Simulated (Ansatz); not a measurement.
All numbers below come from Ansatz 0.2.0, DFT PBEsol, scalar-relativistic, plane waves, PAW.

Structure of BiBrO:

```yaml
crystal:
  lattice:
    - [3.90598, 0.00000, 0.00000]
    - [0.00000, 3.90598, 0.00000]
    - [0.00000, 0.00000, 8.28111]
  atoms:
    - { symbol: Bi, position: [0.00000, 0.50000, 0.15139] }
    - { symbol: Bi, position: [0.50000, 0.00000, 0.84861] }
    - { symbol: Br, position: [0.00000, 0.50000, 0.66216] }
    - { symbol: Br, position: [0.50000, 0.00000, 0.33784] }
    - { symbol: O, position: [0.00000, 0.00000, 0.00000] }
    - { symbol: O, position: [0.50000, 0.50000, 0.00000] }
```

Cutoff 420 eV; k points 8×8×4 on the computed 6-atom cell (Γ-centred); Gaussian smearing, width 0.02 eV; no spin polarisation.

Levels along Γ–X–M–Γ–Z–R–A–Z | X–R | M–A, in eV from a zero inside the gap, sorted by energy at each point. Points in fractions of the primitive reciprocal vectors: Γ (0.000 0.000 0.000), X (0.000 0.500 0.000), M (0.500 0.500 0.000), Z (0.000 0.000 0.500), R (0.000 0.500 0.500), A (0.500 0.500 0.500).
```csv
point,"k (1/Å, with 2π)",band 25,band 26,band 27,band 28,band 29,band 30,band 31
Γ,0.000,-2.05,-1.94,-1.94,-1.78,1.24,2.08,3.88
-,0.402,-1.78,-1.56,-1.44,-1.27,2.82,3.12,3.16
X,0.804,-1.62,-1.62,-1.21,-1.21,3.22,3.22,3.80
-,1.206,-2.17,-2.17,-1.99,-1.99,2.88,2.88,3.92
M,1.609,-2.02,-2.02,-1.88,-1.88,2.30,2.30,3.99
-,2.177,-2.04,-1.53,-1.51,-1.42,2.35,3.44,3.80
Γ,2.746,-2.05,-1.94,-1.94,-1.78,1.24,2.08,3.88
-,2.936,-2.10,-1.75,-1.75,-1.53,1.14,1.78,3.80
Z,3.125,-2.03,-1.64,-1.64,-1.28,1.06,1.44,3.73
-,3.528,-1.96,-1.58,-1.56,-1.29,2.69,2.90,3.68
R,3.930,-1.63,-1.63,-1.19,-1.19,3.06,3.06,3.83
-,4.332,-2.15,-2.15,-1.62,-1.62,2.57,2.57,4.29
A,4.734,-2.14,-2.14,-2.02,-2.02,2.90,2.90,4.20
-,5.303,-2.22,-2.15,-1.39,-1.38,2.08,3.34,4.00
Z,5.872,-2.03,-1.64,-1.64,-1.28,1.06,1.44,3.73
X,5.872,-1.62,-1.62,-1.21,-1.21,3.22,3.22,3.80
-,6.061,-1.63,-1.63,-1.20,-1.20,3.14,3.14,3.81
R,6.251,-1.63,-1.63,-1.19,-1.19,3.06,3.06,3.83
M,6.251,-2.02,-2.02,-1.88,-1.88,2.30,2.30,3.99
-,6.441,-2.02,-2.02,-2.01,-2.01,2.57,2.57,4.10
A,6.630,-2.14,-2.14,-2.02,-2.02,2.90,2.90,4.20
```

Spin-orbit coupling is left out, which matters for the bands of heavy elements.

Cost: 1 run of about 3 core-minutes, on Intel Xeon Processor @ 2.50GHz (Skylake/Cascade Lake) (shared hosts).